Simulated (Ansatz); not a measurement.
Relaxed AgCl (rock salt):

```
AgCl
1.0
    0.00000     5.61150     5.61150
    2.80575     0.00000     2.80575
    2.80575     2.80575     0.00000
Cl Ag
2 2
Cartesian
  0.00000   0.00000   0.00000
  2.80575   5.61150   2.80575
  2.80575   2.80575   2.80575
  2.80575   5.61150   5.61150
```

The atoms are displaced by Q × the pattern below (from a DFPT mode at L = (0.5, 0.0, 0.0), largest move 1; Q in Å), at fixed cell. It is one choice among 2 degenerate patterns. (q is in reciprocal vectors of the primitive cell; the cell shown is doubled to hold the pattern.)

| atom | x | y | z |
|---|---|---|---|
| Cl1 | -0.285 | 0.520 | -0.805 |
| Cl2 | 0.285 | -0.520 | 0.805 |

Atoms not listed stay in place.

These are PBE (plane waves to 420 eV, PAW, scalar-relativistic; Ansatz, an electronic-structure program) values and carry that method's errors. k mesh 5×10×10 (Γ-centred), Fermi-Dirac smearing 0.05 eV. E stands for the smeared free energy. AgCl was relaxed with its symmetry unable to fall. ΔE is measured from the undisplaced structure.

```csv
Q (Å),ΔE (meV/cell)
-0.180,withheld
-0.150,1.5
-0.120,0.8
-0.090,0.4
-0.060,0.1
-0.030,0.0
0.000,0.0
0.030,0.0
0.060,0.1
0.090,0.4
0.120,0.8
0.150,1.5
0.180,withheld
```

### Question
Fit an even polynomial form (powers 2, 4) to the given rows and predict ΔE at Q = 0.180.

### Answer
Least squares on the 11 given rows: ΔE = (34.58)·Q² + (1434)·Q⁴, in meV/cell with Q in Å; root-mean-square residual 0.03 meV/cell. At 0.180 the fit gives 2.6 meV/cell; the calculation gives 2.7 meV/cell, so the extrapolation is off by -0.1 (-3.7 %). The quadratic term alone would give 1.1 meV/cell.

(A displaced cell: forces are minus the slopes of the energy, force constants its curvatures, and phonons follow from these.)
